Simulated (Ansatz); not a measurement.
LaHfNO2 in space group I2_12_12_1 (No. 24; Pearson symbol oI20), the program Ansatz at the r²SCAN level (PAW). The conduction-band minimum lies at Γ, with 1 equivalent valley. Second derivatives d²E/dk² of the lowest band at one valley (eV·Å²), along Cartesian directions:

```
direction  d²E/dk²
---------  -------
[100]        10.36
[010]        20.11
[001]        3.833
[110]        15.23
[101]        7.096
[011]        11.97
```

Find the principal effective masses, the density-of-states mass and the conductivity mass.

Off-diagonal terms follow from H_xy = H[110] − (H_xx + H_yy)/2, and m*/mₑ = 7.620 eV·Å² over each eigenvalue: 0.38, 0.74, 2.0. One valley's DOS mass (m₁m₂m₃)^(1/3) = 0.82, conductivity mass 3/(Σ 1/mᵢ) = 0.67 mₑ.

What effective density of states Nc follows at 300 K for parabolic valleys?

Nc = 2.509e19 × 1 × (0.82)^(3/2) ≈ 1.9e19 cm⁻³.

The start of the workflow was typed in or built on a structure type; neither database checked (COD, Materials Project) lists it. Its standing as an ambient phase is unchecked. The cell was relaxed with r²SCAN under the symmetry of its start; its stability against distortions is not shown here. No spin polarisation was allowed. Spin–orbit coupling is left out wherever it is not named.

Potentials: the earlier of the program's two PAW sets.

Edges and masses are those of Kohn–Sham bands, whose gap is no quasiparticle gap.
